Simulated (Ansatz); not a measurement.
# Structures of MoAs₃: which is lowest?

Plane-wave DFT in Ansatz with scalar-relativistic PAW potentials, cutoff 420 eV, Γ-centred meshes chosen by cell and gap, Gaussian smearing with energies taken to zero width. Every cell was relaxed (cell and atoms) in a run of its own, within the symmetry of its start. Functional: PBE.

Relaxed structures (starts from databases or built by putting these elements on another compound's sites):
A. P6_3/mmc, 8 atoms in the computed cell, a = 5.989 Å, c = 4.682 Å; sites (symmetry × multiplicity) Mo -6m2 × 2, As mm2 × 6; start: built
B. Pm-3m, 4 atoms in the computed cell, a = 4.125 Å; sites (symmetry × multiplicity) Mo m-3m × 1, As 4/mm.m × 3; start: built
C. I4/mmm, 4 atoms in the computed cell, a = 4.124 Å, c = 8.060 Å; sites (symmetry × multiplicity) Mo 4/mmm × 2, As -4m2 × 4 + 4/mmm × 2; start: built

Task: Rank them by energy. Could pressure change the order?

Result:
| structure | group | E − E(lowest) (meV/atom) | V (Å³/atom) | gap on mesh (eV) |
| --- | --- | --- | --- | --- |
| A | P6_3/mmc | 0.0 | 18.18 | 0.00 |
| C | I4/mmm | 66 | 17.14 | 0.00 |
| B | Pm-3m | 214 | 17.54 | 0.00 |

A is lowest, 66 meV/atom under C. C is denser by 1.04 Å³/atom, so pressure favours it: ΔE/ΔV, with ΔE in eV and 1 eV/Å³ = 160.2 GPa, gives about 10 GPa for equal enthalpy if both cells were rigid, a rough figure since the two compress differently. Other structures may lie lower than all of these, and vibrations aren't counted.